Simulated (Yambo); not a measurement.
G0W0@LDA for K2TiF6 (space group P-3m1, No. 164) in Yambo. Reference settings: 3×3×2 Γ-centred k mesh, bands 2 to 198 and a 7 Ry block in the screening, 198 bands in G with the Bruneval-Gonze terminator, plasmon pole fitted at 27.2 eV. The LDA gap Γ → Γ on this mesh is 4.93 eV; G0W0 gaps are taken between the same points.

The settings were changed. The gap went from 9.46 eV to 9.83 eV, and the shift of the valence edge from -1.97 eV to -2.11 eV.

Which change was made?
(A) 60 bands in W, 60 bands in G, 4 Ry block
(B) 60 bands in W, 60 bands in G, 3 Ry block
(C) 116 bands in W, 116 bands in G, 4 Ry block
(D) 60 bands in W, 60 bands in G, 2 Ry block

C, 116 bands in W, 116 bands in G, 4 Ry block. The others gave (gap, valence shift): 60 bands in W, 60 bands in G, 2 Ry block: 11.44, -3.06 eV; 60 bands in W, 60 bands in G, 3 Ry block: 10.68, -2.55 eV; 60 bands in W, 60 bands in G, 4 Ry block: 10.21, -2.23 eV.

Geometry of the Materials Project entry, not relaxed at this level; primitive cell a = 5.6851 Å, b = 5.6851 Å, c = 4.5902 Å, α = 90.00°, β = 90.00°, γ = 120.00°.

A shift is the quasiparticle energy of the state minus its LDA energy.
